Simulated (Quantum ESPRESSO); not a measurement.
# Moving one atom in Hf2Si2O8

The results below are calculated, not measured. They come from pw.x of Quantum ESPRESSO 7.5, a plane-wave density functional program, with PseudoDojo standard norm-conserving files (v0.5 for PBE, v0.4.1 for LDA and PBEsol). The cells are made up: elements, strain and atom displacements were drawn at random, and nothing was relaxed. There is no spin polarisation, spin-orbit coupling or dispersion term.

The hafnium file is less sure than the others, with forces about 3 percent (worst 6) and pressure in oxides about 1.5 GPa (worst 2.7) from a second method in checks, which no rerun with the same files tests.

The cell has 12 sites of a fluorite lattice. Sites 1 to 4 hold Hf Si Hf Si; sites 5 to 12 hold O O O O O O O O. Cell vectors in Å: (4.864, 0.000, 0.000); (0.000, 4.864, 0.000); (0.000, 0.000, 4.864). Settings: PBE, cutoff 1143 eV, 7 x 7 x 7 k mesh shifted by half a step, Fermi-Dirac smearing of 0.1 eV.

Each run shifts the Si atom on site 2 along z and leaves all else fixed. Site 10 is one of its nearest neighbours. E is the free energy of the cell above the lowest run shown.

```
run  shift (Å)  Fz on site 2 (eV/Å)  Fz on site 10 (eV/Å)  P (GPa)  E (meV)
  1    -0.1142               -0.084                -0.590     7.50      0.0
  2    -0.0947               -0.126                -0.608     7.44      2.1
  3    -0.0756               -0.165                -0.623     7.39      4.8
  4    -0.0026               -0.307                -0.663     7.32     22.2
  6     0.0515               -0.409                -0.674     7.38     41.6
  7     0.1084               -0.522                -0.667     7.55     68.0
  5     0.0393                    ?                     ?        ?        ?
```

A rerun of one of these cells at 1437 eV and k mesh 9 x 9 x 9 moved values by no more than 0.003 eV in the cell's energy, 0.05 GPa in stress and 0.004 eV/Å in force.

## Worked fit

A parabola through the six runs shown gives Fz on site 2 = -0.312 - 1.95 u + 0.2 u² eV/Å, with u in Å and a scatter of 0.003 eV/Å. Minus the slope, 1.95 ± 0.07 eV/Å², is this atom's force constant along z at u = 0, with its periodic images moving too. The fitted force does not vanish within the range. The error is the larger of the fit's own and the change that a cubic makes, rounded up.

## Withheld run

Question: what Fz on site 2 should run 5 give?

The fit gives -0.388 eV/Å. The calculation gave -0.386 eV/Å.

```
run,shift (Å),Fz on site 2 (eV/Å),Fz on site 10 (eV/Å),P (GPa),E (meV)
5,0.0393,-0.386,-0.673,7.36,36.7
```